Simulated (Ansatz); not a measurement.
The start is a randomly generated symmetric cell of Sr (space group No. 139). A full variable-cell relaxation at zero pressure is run with r2SCAN (plane waves to 500 eV, PAW, scalar-relativistic; Ansatz, an electronic-structure program).

Ansatz input (later rounds restart from its end on a renewed k-mesh):
Ansatz 0.2 input:
```yaml
crystal:
  lattice:
    - [-2.3542534, 2.3542534, 2.760784]
    - [2.3542534, -2.3542534, 2.760784]
    - [2.3542534, 2.3542534, -2.760784]
  atoms:
    - { symbol: Sr, position: [0.5, 0.5, 0] }
basis: { ecutwfc: 500, ecutrho_ratio: 4, xc_grid: 4, fft_grid_basis: typed }
kpoints: { mp_grid: { grid: [14, 14, 14] } }
hamiltonian:
  xc: r2scan
  dispersion: none
  pseudopotentials: { kind: paw }
scf: { occupations: { method: fermi_dirac, width: 0.05 } }
relax: { f_tol: 0.01, max_steps: 100, cell: { stress_tol: 0.02 } }
output: { forces: true, stress: true }
```

### Question
What symmetry does the relaxed structure have?

### Answer
The space group goes from I4/mmm (No. 139) to Fm-3m (No. 225); the end is fcc (Cu type), with 1 atom in the primitive cell.

### Question
How much energy is released per atom?

### Answer
0.02 eV/atom.

### Question
What band gap does the relaxed structure have at this level?

### Answer
No gap (metallic).

### Question
Write out the relaxed structure.

### Answer

Space group Fm-3m (No. 225); a = b = c = 6.101 Å, α = β = γ = 90.00°

```json
[
 {"atom": "Sr", "site": "4b", "symmetry": "m-3m", "x": "0.5000", "y": "0.5000", "z": "0.5000"}
]
```
(The calculation used a cell of 1 atom; values per cell refer to that cell.)

Final values are on a 13×13×13 k-mesh of the relaxed cell. No spin polarisation in the result.

The run could not lose the symmetry of its start.
